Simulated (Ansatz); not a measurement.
One starting cell of Hf (a randomly generated symmetric cell of Hf (space group No. 164)) was relaxed twice with Ansatz (plane waves, PAW, scalar-relativistic): with PBEsol at 420 eV and with PBE at 420 eV. The PBEsol result:

Space group P6₃/mmc (No. 194); a = b = 3.159 Å, c = 5.000 Å, α = β = 90.00°, γ = 120.00°

| atom | site | symmetry | x | y | z |
|---|---|---|---|---|---|
| Hf | 2c | -6m2 | 0.3333 | 0.6667 | 0.2500 |

| quantity | PBEsol | PBE |
|---|---|---|
| space group | P6₃/mmc | P6₃/mmc |
| volume (Å³/atom) | 21.60 | ___ |
| a (Å) | 3.159 | ___ |
| c (Å) | 5.000 | ___ |
| gap (eV, no spin-orbit coupling) | 0.00 | ___ |

Task: Fill in the PBE column.

Result: 
- volume (Å³/atom), PBE: 22.53
- a (Å), PBE: 3.204
- c (Å), PBE: 5.069
- gap (eV, no spin-orbit coupling), PBE: 0.00

Both levels end in the same structure; PBE's volume is 4.3 % larger. Neither column is exact.

No spin polarisation in the result.

The run could not lose the symmetry of its start.

Ansatz is a program for electronic structure.
